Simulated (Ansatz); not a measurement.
# Is this SnH structure a true minimum?

It was reached by relaxing an invented guess, and it needn't be the stable form of this composition.

Level of theory: Ansatz 0.2.0, DFT PBE, scalar-relativistic, plane waves, PAW. Cutoff 420 eV; k points 12×12×6 on the computed 4-atom cell (Γ-centred); Gaussian smearing, width 0.01 eV; no spin polarisation.

The cell below (4 atoms, space group P-3m1 (No. 164)) is relaxed within its symmetry.

```xyz
4
Lattice="4.7273 0.0000 0.0000 -2.3636 4.0939 0.0000 0.0000 0.0000 5.7144" Properties=species:S:1:pos:R:3 pbc="T T T"
Sn    2.3636    1.3646    5.3093
Sn    0.0000    2.7293    0.4051
H     2.3636    1.3646    3.5710
H     0.0000    2.7293    2.1434
```

For the test a repeat of it with 8 atoms (edges 4.73, 5.71, 8.19 Å) was strained at random (σ = 1.5 % a component), the atoms were moved at random (σ = 0.05 Å), and all was relaxed again on a coarse 6×4×4 mesh (in the run’s order of axes) with 0.20 eV smearing, with no symmetry imposed.

No dispersion correction is applied, so the spacing and binding between layers, chains or molecules are poorly described.

Task: Does it come back?

Result: It returns, within 1 meV/atom of the unmoved cell on that mesh and with the same symmetry when read at 0.1 Å (P-1 at 0.01 Å, so small strains and shifts remain). So it is stable against the distortions that fit this cell and that this random move excites. Modes that don't fit the cell aren't tested.
